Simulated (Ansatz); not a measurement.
A generated cell, in the space group of a known form (sites not compared), of ZrB: Fm-3m (No. 225), cF8, rock salt type; a = b = c = 4.862 Å, α = β = γ = 90.00°; B 4a (0.000, 0.000, 0.000); Zr 4b (0.500, 0.500, 0.500). These are PBEsol (plane waves to 420 eV, PAW, scalar-relativistic; Ansatz, a first-principles code) values and carry that method's errors. Element references, the lowest calculated here: Zr (P6/mmm, not the ambient form), B (R-3m).

Total energies (eV/atom, σ → 0; comparable only within this code, potentials and settings):

```csv
phase,E (eV/atom)
ZrB (Fm-3m),-2141.054
Zr (P6/mmm),-4128.645
B (R-3m),-152.668
ZrB2 (P6/mmm),-1479.074
```

Question: What is the formation energy of this Fm-3m form of ZrB from the elements?

Answer: E_f = -2141.054 − [1 × (-4128.645) + 1 × (-152.668)] / 2 = -0.40 eV/atom (-0.8 eV per formula unit).

Question: How does this cell stand against the other phases calculated?

Answer: It lies 0.41 eV/atom above their hull: ZrB → 0.5 ZrB2 + 0.5 Zr (ZrB2 P6/mmm, Zr P6/mmm) releases that much. A lower structure of this composition may exist.

This is the hull of the energies calculated here, no anion corrections; phases that were not calculated are missing from it. Values are rounded to 0.01 eV/atom. Not shown to be the ambient phase of their composition (a lower form may be missing, and a cell relaxed within its start's symmetry can be a saddle point): ZrB (Fm-3m). The compounds carry no spin polarisation.
